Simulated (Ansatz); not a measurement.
Relaxed Mg (hcp, Mg type):

```xyz
4
Lattice="6.3491 0.0000 0.0000 -1.5873 2.7492 0.0000 0.0000 0.0000 5.1850" Properties=species:S:1:pos:R:3 pbc="T T T"
Mg     0.0000     1.8328     3.8887
Mg     3.1745     1.8328     3.8887
Mg     1.5873     0.9164     1.2962
Mg     4.7618     0.9164     1.2962
```

The atoms are displaced by Q × the pattern below (from a DFPT mode at M = (0.5, 0.0, 0.0), largest move 1; Q in Å), at fixed cell. (q is in reciprocal vectors of the primitive cell; the cell shown is doubled to hold the pattern.)

| atom | x | y | z |
|---|---|---|---|
| Mg1 | 0.500 | -0.866 | 0.000 |
| Mg2 | -0.500 | 0.866 | 0.000 |
| Mg3 | -0.500 | 0.866 | 0.000 |
| Mg4 | 0.500 | -0.866 | 0.000 |

All values below come from r2SCAN (plane waves to 500 eV, PAW, scalar-relativistic; Ansatz, a first-principles code). k mesh 17×17×9 (Γ-centred), Fermi-Dirac smearing 0.05 eV. With partly filled bands, energies and forces of such displacements shift with the k mesh and the smearing. Mg was relaxed with its symmetry unable to fall. The PAW data are Ansatz's earlier set.

At one point of the scan the forces (eV/Å) are:

```tsv
atom	Fx	Fy	Fz
Mg1	0.178	-0.371	0.000
Mg2	-0.232	0.340	0.000
Mg3	-0.178	0.371	0.000
Mg4	0.232	-0.340	0.000
```

Task: Which point is it?
A) Q = -0.180 Å
B) Q = -0.060 Å
C) Q = -0.030 Å
D) Q = -0.120 Å

Result: D, Q = -0.120 Å

(A displaced cell: forces are minus the slopes of the energy, force constants its curvatures, and phonons follow from these.)
